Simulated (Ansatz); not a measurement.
# ScZn: pressure against volume

A database entry relaxed whole under r2SCAN (Pm-3m):

```
CELL_PARAMETERS angstrom
3.33270 0.00000 0.00000
0.00000 3.33270 0.00000
0.00000 0.00000 3.33270
ATOMIC_POSITIONS crystal
Sc 0.00000 0.00000 0.00000
Zn 0.50000 0.50000 0.50000
```

The cell was scaled uniformly, its shape held, and the atoms relaxed at each volume with plane-wave PAW DFT (Ansatz 0.2.0; r2SCAN, 500 eV, 10×10×10 Γ-centred mesh, fermi-dirac occupations of width 0.100 eV; no spin, no spin-orbit coupling). One row is withheld.

```json
{"volume (Å³/atom)": "17.397", "energy over the lowest (meV/atom)": "18.6", "pressure (GPa)": "5.71"}
{"volume (Å³/atom)": "17.768", "energy over the lowest (meV/atom)": "7.9", "pressure (GPa)": "3.59"}
{"volume (Å³/atom)": "18.138", "energy over the lowest (meV/atom)": "?", "pressure (GPa)": "?"}
{"volume (Å³/atom)": "18.508", "energy over the lowest (meV/atom)": "0.0", "pressure (GPa)": "-0.04"}
{"volume (Å³/atom)": "18.878", "energy over the lowest (meV/atom)": "1.9", "pressure (GPa)": "-1.59"}
{"volume (Å³/atom)": "19.248", "energy over the lowest (meV/atom)": "7.3", "pressure (GPa)": "-2.99"}
{"volume (Å³/atom)": "19.618", "energy over the lowest (meV/atom)": "15.8", "pressure (GPa)": "-4.25"}
```

Task: Fit the pressures of the other rows to the third-order Birch-Murnaghan form.

Result: With f = [(V₀/V)^(2/3) − 1]/2 and P = 3B₀f(1 + 2f)^(5/2)[1 + 3(B₀′ − 4)f/2], least squares gives V₀ = 18.50 Å³ an atom, B₀ = 81.7 GPa and B₀′ = 4.2; the rows miss the fit by less than 0.01 GPa. The slope of the energies differs from these pressures by less than 0.05 GPa.

Task: What does the withheld row hold?

Result: The fit gives 1.68 GPa at 18.138 Å³; the run gave 1.68 GPa and 1.8 meV an atom.

Caveats: the shape of the cell was held; 0 K, fixed nuclei; the symmetry was kept, and this need not be the phase that is stable at 0 K; one mesh for all volumes; pressure is positive in compression.
